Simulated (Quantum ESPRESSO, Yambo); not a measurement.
## G0W0 results for Mg2ZnP2

```cif
data_Mg2P2Zn
_chemical_formula_sum 'Mg2 P2 Zn1'
_space_group_name_H-M_alt 'P 1'
_space_group_IT_number 1
_cell_length_a 4.01407
_cell_length_b 4.01407
_cell_length_c 6.54388
_cell_angle_alpha 90.000
_cell_angle_beta 90.000
_cell_angle_gamma 120.000
loop_
_space_group_symop_operation_xyz
  'x, y, z'
loop_
_atom_site_label
_atom_site_type_symbol
_atom_site_fract_x
_atom_site_fract_y
_atom_site_fract_z
_atom_site_occupancy
Mg1 Mg 0.66667 0.33333 0.63415 1
Mg2 Mg 0.33333 0.66667 0.99427 1
P1 P 0.00000 0.00000 0.76671 1
P2 P 0.66667 0.33333 0.24345 1
Zn1 Zn 0.00000 0.00000 0.36142 1
```

The geometry is that of Materials Project entry mp-1222129, symmetrised and not relaxed again.

Starting point: LDA (Quantum ESPRESSO, PseudoDojo norm-conserving, 84 Ry, scalar-relativistic). G0W0 in Yambo: 3×3×2 Γ-centred k mesh, bands 13 to 176 and a 8 Ry block in the screening, 176 bands in G with the Bruneval-Gonze terminator, plasmon pole fitted at 27.2 eV.

```
Item                                                                                               Result
------------------------------------------------------------------------------------------------  -------
LDA gap along the band path                                                                       0.91 eV
LDA gap between the mesh's edge points (Γ → K)                                                    1.13 eV
G0W0 gap between the same points                                                                  1.97 eV
LDA smallest direct gap on the mesh (at Γ)                                                        1.20 eV
G0W0 direct gap at that point                                                                     2.12 eV
estimate of the fundamental G0W0 gap (path gap plus the correction; the mesh misses a band edge)  1.76 eV
```

```json
[
 {"k point": "Γ", "band": "VB", "E LDA (eV)": "0.00", "E QP (eV)": "-0.51", "shift (eV)": "-0.51", "Z": "0.77"},
 {"k point": "Γ", "band": "CB", "E LDA (eV)": "1.20", "E QP (eV)": "1.61", "shift (eV)": "0.41", "Z": "0.78"},
 {"k point": "K", "band": "VB", "E LDA (eV)": "-2.42", "E QP (eV)": "-2.94", "shift (eV)": "-0.51", "Z": "0.76"},
 {"k point": "K", "band": "CB", "E LDA (eV)": "1.13", "E QP (eV)": "1.46", "shift (eV)": "0.34", "Z": "0.80"}
]
```

Energies count from the LDA valence-band maximum.

Nearest settings tried, and what they do to the gap: 137 bands in W, 137 bands in G: -13 meV; 6 Ry block (159 vectors against 251): -65 meV; 3×3×1 mesh: -86 meV. So the settings aren't converged at that level. The k mesh is coarse.

The structure is a Materials Project entry; no match was found in the copy of COD used, and its stability was not checked.
